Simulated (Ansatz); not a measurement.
## What DFT gives for ScPt

```yaml
crystal:
  lattice:
    - [3.30160, 0.00000, 0.00000]
    - [0.00000, 3.30160, 0.00000]
    - [0.00000, 0.00000, 3.30160]
  atoms:
    - { symbol: Pt, position: [0.00000, 0.00000, 0.00000] }
    - { symbol: Sc, position: [0.50000, 0.50000, 0.50000] }
```

Level: r2SCAN, no spin polarisation; 500 eV; 10×10×10 Γ-centred mesh; fermi-dirac occupations (width 0.1 eV); Ansatz 0.2.0, fixed geometry.

**Electronic structure.** It is a metal, with about 1.2 states/eV a cell as the mean within 0.25 eV of the Fermi level, mostly Sc d (47 %) and Pt d (22 %).
**Charges.** Bader charges in e: Sc +1.69, Pt -1.69. In the mean Sc gives up most and Pt takes most.
**Stress.** The pressure is -2.1 GPa (compression positive), so with the atoms held at these fractions the cell would first shrink.
**Contacts.** Pt–Sc at 2.86 Å: least valence density 0.22 e/Å³ and ELF 0.12 there. Pt–Pt at 3.30 Å: least valence density 0.21 e/Å³ and ELF 0.31 there. Sc–Sc at 3.30 Å: least valence density 0.10 e/Å³ and ELF 0.12 there. These are pseudo-fields; inside the PAW spheres they differ from the all-electron ones.

Origin: a database entry at a rescaled volume.
